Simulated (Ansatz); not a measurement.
In plane-wave PAW PBE (Ansatz code), InPd in the CsCl type structure (Pm-3m) relaxes to a = 3.305 Å. Its formation energy from the elements is -47 kJ/mol of atoms, with no fitted shifts.

Electronic character: metallic (no gap). Gap from PBE with spin–orbit coupling: none (metallic).

An equation-of-state fit gives a bulk modulus of 110 GPa. The relaxed-ion elastic constants in GPa are C11 = 130, C12 = 101, C44 = 43.3. The elastic constants imply a Debye temperature near 213 K. The highest mode at Γ lies at 131 cm⁻¹. Bader charges are In +0.58, Pd -0.58 e.

The PBE relaxation kept the symmetry of its start; of distortions, only those at the zone centre were tested. The run is not spin-polarised. As this level gives no gap, shear constants depend on the k-mesh and smearing (Fermi–Dirac, 0.1 eV here). As this level gives no gap, phonon frequencies hold no LO–TO term and depend on the k-mesh and smearing (Fermi–Dirac, 0.1 eV here). The references are the lowest solids computed at this level, not always the standard phases. Spin–orbit coupling is left out wherever it is not named.

Potentials: the later of the program's two PAW sets.
